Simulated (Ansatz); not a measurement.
**MoI$_{3}$: relaxation of cell and atoms**

These are results of DFT, PBEsol, PAW with Ansatz's default frozen-core files, scalar-relativistic (Ansatz 0.2.0), not measurements.

Command: `ansatz run input.yaml --threads 1 --pin off --max-ram 3072MiB --backend cpu --events-out ev --progress --plain --runs-dir out` The run took 17 s on 1 thread of Intel(R) Xeon(R) 6975P-C (Granite Rapids) (shared host), peak memory 0.51 GiB.

```yaml
crystal:
  lattice:
    - [5.1106516673, 0.0, 0.0]
    - [0.0, 5.1106516673, 0.0]
    - [0.0, 0.0, 5.1106516673]
  atoms:
    - { symbol: Mo, position: [0.0, 0.0, 0.0] }
    - { symbol: I, position: [0.5, 0.0, 0.0] }
    - { symbol: I, position: [0.0, 0.5, 0.0] }
    - { symbol: I, position: [0.0, 0.0, 0.5] }
kpoints:
  mp_grid: { grid: [7, 7, 7] }
scf:
  occupations: { method: fermi_dirac, width: 0.08 }
hamiltonian:
  xc: pbesol
  pseudopotentials: { kind: paw }
output:
  forces: true
  stress: true
relax:
  f_tol: 0.005
  max_steps: 80
  cell: {}
```

Spin polarisation is left out, and whether a magnetic state lies lower isn't shown here.

Spin–orbit coupling is left out, though it moves levels of the heavy atoms by tenths of an eV or more.

The cell is built from the ReO3 type as a first guess.

The cutoff is 420 eV; energies and pressures of the walk include the program's estimate of the Pulay term. The PAW files were made with PBE; their cores are remade for this functional.

Each frame lists the cell vectors (Å), then Cartesian positions (Å); symmetry keeps all forces zero. Free energies count from the first step, -27192.1976 eV.

The walk took 6 evaluations in all; steps that aren't listed are left out.

Step 1: E = 0.0 meV, P = 12.59 GPa

```
cell 5.1107 0.0000 0.0000 0.0000 5.1107 0.0000 0.0000 0.0000 5.1107
Mo    0.0000    0.0000    0.0000
I     2.5553    0.0000    0.0000
I     0.0000    2.5553    0.0000
I     0.0000    0.0000    2.5553
```

Step 2: E = -870.4 meV, P = 2.36 GPa

```
cell 5.3598 0.0000 0.0000 0.0000 5.3598 0.0000 0.0000 0.0000 5.3598
Mo    0.0000    0.0000    0.0000
I     2.6799    0.0000    0.0000
I     0.0000    2.6799    0.0000
I     0.0000    0.0000    2.6799
```

Step 3: E = -921.7 meV, P = 0.65 GPa

```
cell 5.4245 0.0000 0.0000 0.0000 5.4245 0.0000 0.0000 0.0000 5.4245
Mo    0.0000    0.0000    0.0000
I     2.7122    0.0000    0.0000
I     0.0000    2.7122    0.0000
I     0.0000    0.0000    2.7122
```

**Question.** How does the relaxation end?

**Answer.** It converges, with a = 5.452 Å, b = 5.452 Å, c = 5.452 Å, α = 90.00°, β = 90.00°, γ = 90.00° (conventional cell, space group Pm-3m). The last solve (on a basis chosen afresh for the final cell, so its energy is not quite comparable) gives E = -929.5 meV, P = 0.02 GPa:
```
cell 5.4521 0.0000 0.0000 0.0000 5.4521 0.0000 0.0000 0.0000 5.4521
Mo    0.0000    0.0000    0.0000
I     2.7260    0.0000    0.0000
I     0.0000    2.7260    0.0000
I     0.0000    0.0000    2.7260
```
